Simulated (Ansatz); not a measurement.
## Comparing deformations in SiW₃

Method: DFT PBE, scalar-relativistic, plane waves, PAW in Ansatz 0.2.0. The runs took a 420 eV cutoff, a Γ-centred 14×14×14 mesh and Gaussian smearing (0.15 eV). Spin–orbit coupling is left out, which can shift energies with elements as heavy as these. No spin polarisation. Energies are free energies at this smearing, counted from the undisturbed cell; pressure is positive in compression.

The undisturbed cell (relaxed at this level; it needn't be the usual structure):

```xyz
4
Lattice="-2.6038 2.6038 2.6038 2.6038 -2.6038 2.6038 2.6038 2.6038 -2.6038" Properties=species:S:1:pos:R:3 pbc="T T T"
Si    0.0000    0.0000    0.0000
W     0.0000    0.0000    2.6038
W     0.0000    2.6038    0.0000
W     2.6038    0.0000    0.0000
```

The cell is strained by ε times a Voigt pattern (xx, yy, zz, yz, xz, xy; engineering shear) with fractional coordinates fixed. τ = (1/V0) dE/dε comes from the stress tensor. Of each scan, only the three points used here are listed.

```
           pattern        ε  τ (GPa)
(0, 0, 0, 1, 0, 0)  -0.0100     0.93
(0, 0, 0, 1, 0, 0)   0.0000     0.00
(0, 0, 0, 1, 0, 0)   0.0100    -0.93
(0, 0, 1, 0, 0, 0)  -0.0150    -6.48
(0, 0, 1, 0, 0, 0)   0.0000    -0.02
(0, 0, 1, 0, 0, 0)   0.0150     5.50
(1, 1, 0, 0, 0, 0)  -0.0250   -27.78
(1, 1, 0, 0, 0, 0)   0.0000    -0.04
(1, 1, 0, 0, 0, 0)   0.0250    21.06
```

**Question.** Which constants do the scans give, and which deformation costs least for the same size of strain tensor?

**Answer.** The slope dτ/dε at zero (parabola through three points) is pᵀCp: (0, 0, 0, 1, 0, 0) gives C44 = -93 GPa; (0, 0, 1, 0, 0, 0) gives C11 = 399 GPa; (1, 1, 0, 0, 0, 0) gives 2(C11 + C12) = 977 GPa. The size of the strain tensor, ε:ε, is ε² times 0.5, 1.0, 2.0. Per unit of it the stiffnesses are -186, 399, 488 GPa, so (0, 0, 0, 1, 0, 0) is the softest of these, and it is unstable with clamped ions.

**Question.** What else follows for this cubic crystal?

**Answer.** From the unrounded slopes C11 = 399.3 and C12 = 89.2 GPa, so B = (C11 + 2 C12)/3 = 193 GPa and the Poisson ratio for a pull along a cube edge is C12/(C11 + C12) = 0.18.

In a metal these slopes depend on the k mesh and the smearing.